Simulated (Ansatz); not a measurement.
Consider the following.

Sc₂C:
```
Sc2C
1.0
    3.32251     0.00000     0.00000
   -1.66126     2.87738     0.00000
    0.00000     0.00000     5.66023
Sc C
2 1
Direct
  0.66667   0.33333   0.71732
  0.33333   0.66667   0.28268
  0.00000   0.00000   0.50000
```

This is the r²SCAN-relaxed structure.

All from the program Ansatz at the r²SCAN level (PAW), unless another level is named. Estimate the electronic character.

metallic (no gap).

Next, the density of states at the Fermi level?

0.85 states/eV per atom (mean over ±0.08 eV).

Give the formation energy from the elements (no fitted shifts).

-0.56 eV/atom.

Space group P-3m1. The first step of the workflow began from a Materials Project structure, measured or hypothetical; the Crystallography Open Database copy checked does not list it. Whether it is the stable phase at ambient conditions was not checked. Symmetry was held in the r²SCAN relaxation; whether a distortion lowers the energy is not shown. No spin polarisation was allowed. The references are the lowest solids computed at this level, not always the standard phases.

Potentials: the later of the program's two PAW sets.
